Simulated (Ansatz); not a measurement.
Si$_{3}$Ge in space group P-4m2 (No. 115; Si on 2g, Si on 1a, Ge on 1c), PBE in the plane-wave PAW code Ansatz. The conduction-band minimum lies at M, with 1 equivalent valley. Second derivatives d²E/dk² of the lowest band at one valley (eV·Å²), along Cartesian directions:

```json
[
 {"direction": "[100]", "d²E/dk²": "18.60"},
 {"direction": "[010]", "d²E/dk²": "18.60"},
 {"direction": "[001]", "d²E/dk²": "40.52"},
 {"direction": "[110]", "d²E/dk²": "18.52"},
 {"direction": "[101]", "d²E/dk²": "29.44"},
 {"direction": "[011]", "d²E/dk²": "29.44"}
]
```

Find the principal effective masses, the density-of-states mass and the conductivity mass.

Off-diagonal terms follow from H_xy = H[110] − (H_xx + H_yy)/2, and m*/mₑ = 7.620 eV·Å² over each eigenvalue: 0.19, 0.41, 0.41. One valley's DOS mass (m₁m₂m₃)^(1/3) = 0.32, conductivity mass 3/(Σ 1/mᵢ) = 0.29 mₑ.

What effective density of states Nc follows at 300 K for parabolic valleys?

Nc = 2.509e19 × 1 × (0.32)^(3/2) ≈ 4.5e18 cm⁻³.

The start of the workflow was typed in or built on a structure type; neither database checked (COD, Materials Project) lists it. Whether it is the stable phase at ambient conditions was not checked. Symmetry was held in the PBE relaxation; whether a distortion lowers the energy is not shown. Scalar-relativistic: spin–orbit coupling is off unless named, which matters more the heavier the elements.

Potentials: the later of the program's two PAW sets.

Edges and masses are those of Kohn–Sham bands, whose gap is no quasiparticle gap.
